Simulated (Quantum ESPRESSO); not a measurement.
pw.x input (Quantum ESPRESSO 7.5; PBEsol, PseudoDojo standard norm-conserving files, scalar-relativistic):

```
&CONTROL
  calculation = 'scf'
  pseudo_dir = './pseudo'
  outdir = './out'
  tprnfor = .true.
  tstress = .true.
/
&SYSTEM
  ibrav = 0
  nat = 6
  ntyp = 3
  ecutwfc = 76.0
  ecutrho = 304.0
  occupations = 'smearing'
  smearing = 'fd'
  degauss = 0.002
  nbnd = 12
/
&ELECTRONS
  conv_thr = 6e-10
/
ATOMIC_SPECIES
H 1.0080 H.upf
B 10.8100 B.upf
Rb 85.4678 Rb.upf
CELL_PARAMETERS angstrom
  0.000000000000   3.453240000000   3.453240000000
  3.453240000000   0.000000000000   3.453240000000
  3.453240000000   3.453240000000   0.000000000000
ATOMIC_POSITIONS crystal
H   0.397580000000   0.807260000000   0.397580000000
H   0.397580000000   0.397580000000   0.807260000000
H   0.397580000000   0.397580000000   0.397580000000
H   0.807260000000   0.397580000000   0.397580000000
B   0.500000000000   0.500000000000   0.500000000000
Rb   0.000000000000   0.000000000000   0.000000000000
K_POINTS automatic
8 8 8 0 0 0
```

End of the output:

```
     total energy              =     -64.72635029 Ry
     estimated scf accuracy    <       0.00000001 Ry
     total energy              =     -64.72635029 Ry
     estimated scf accuracy    <          4.4E-09 Ry
     total energy              =     -64.72635029 Ry
     estimated scf accuracy    <          4.8E-09 Ry
[...]
     the Fermi energy is     1.2813 ev
!    total energy              =     -64.72635029 Ry
     estimated scf accuracy    <          4.8E-13 Ry
     smearing contrib. (-TS)   =       0.00000000 Ry
     internal energy E=F+TS    =     -64.72635029 Ry
     The total energy is F=E-TS. E is the sum of the following terms:
     one-electron contribution =     -18.30901521 Ry
     hartree contribution      =      13.20596939 Ry
     xc contribution           =     -19.24741800 Ry
     ewald contribution        =     -40.37588648 Ry
     convergence has been achieved in  10 iterations
     Forces acting on atoms (cartesian axes, Ry/au):
     atom    1 type  1   force =     0.00433197   -0.00433197    0.00433197
     atom    2 type  1   force =     0.00433197    0.00433197   -0.00433197
     atom    3 type  1   force =    -0.00433197   -0.00433197   -0.00433197
     atom    4 type  1   force =    -0.00433197    0.00433197    0.00433197
     atom    5 type  2   force =    -0.00000000   -0.00000000   -0.00000000
     atom    6 type  3   force =     0.00000000    0.00000000    0.00000000
     Total force =     0.015006     Total SCF correction =     0.000000
     Computing stress (Cartesian axis) and pressure
          total   stress  (Ry/bohr**3)                   (kbar)     P=        2.40
   0.00001632   0.00000000   0.00000000            2.40        0.00        0.00
   0.00000000   0.00001632   0.00000000            0.00        2.40        0.00
   0.00000000   0.00000000   0.00001632            0.00        0.00        2.40
```
In a gapped system the printed Fermi energy is only some level inside the gap.

Geometry of the Materials Project entry, not relaxed at this level.
